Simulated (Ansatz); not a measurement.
# Structure relaxation, P

The start is a relaxed P cell displaced along its unstable phonon at q = Γ (246i cm⁻¹), largest move 0.15 Å. The cell and all atomic positions are relaxed at zero pressure with r2SCAN (plane waves to 500 eV, PAW, scalar-relativistic; Ansatz, an electronic-structure program). First-step values are on the input's coarse k-mesh.

Ansatz input (later rounds restart from its end on a renewed k-mesh):
Ansatz 0.2 input:
```yaml
crystal:
  lattice:
    - [-1.7406402629, 1.7406402629, 2.4738658178]
    - [1.7406402629, -1.7406402629, 2.4738658178]
    - [1.7406402629, 1.7406402629, -2.4738658178]
  atoms:
    - { symbol: P, position: [0.6845319897, 0.7276195832, 0.9569124065] }
    - { symbol: P, position: [0.3154680103, 0.2723804168, 0.0430875935] }
basis: { ecutwfc: 500, ecutrho_ratio: 4, xc_grid: 4, fft_grid_basis: typed }
kpoints: { mp_grid: { grid: [13, 13, 13] } }
hamiltonian:
  xc: r2scan
  dispersion: none
  pseudopotentials: { kind: paw }
scf: { occupations: { method: fermi_dirac, width: 0.05 } }
relax: { f_tol: 0.01, max_steps: 100, cell: { stress_tol: 0.02 } }
output: { forces: true, stress: true }
```

What is the largest force in the starting geometry, and on which atom (counted from 1)?

0.67 eV/Å, on P1, P2 (atoms numbered as listed).

How much energy is released per atom?

0.04 eV/atom.

How does the volume change?

+7.2 %, from 14.99 to 16.07 Å³/atom.

Is the parent structure recovered?

It does not go back: it reaches R-3m (No. 166), AFLOW prototype A_hR2_166_c (A7, as in As), 0.05 eV/atom below the parent.

How do the shortest distances between atoms change?

The closest pairs of elements (up to four, under 3.6 Å), start → end: P–P 2.27 → 2.30 Å.

Is the relaxed structure metallic? Give its gap.

No gap (metallic).

What does it relax into? Give the structure.


```cif
data_P6
_chemical_formula_sum 'P6'
_space_group_name_H-M_alt 'R-3m :H'
_space_group_IT_number 166
_space_group_name_Hall '-R 3 2"'
_cell_length_a 3.46590
_cell_length_b 3.46590
_cell_length_c 9.27034
_cell_angle_alpha 90.000
_cell_angle_beta 90.000
_cell_angle_gamma 120.000
loop_
_atom_site_label
_atom_site_type_symbol
_atom_site_symmetry_multiplicity
_atom_site_Wyckoff_symbol
_atom_site_fract_x
_atom_site_fract_y
_atom_site_fract_z
_atom_site_occupancy
P1 P 6 c 0.00000 0.00000 0.22802 1
```
(The calculation used a cell of 2 atoms; values per cell refer to that cell.)

Final values are on a 16×16×16 k-mesh of the relaxed cell. No spin polarisation in the result.

The run could not lose the symmetry of its start, so the end can be a saddle point.

The relaxed structure here is a generated cell of P: the first start was made by placing the elements on the sites of a structure type, and the end was not matched to a known phase here, so it may be hypothetical. Known forms of P include space group No. 64.
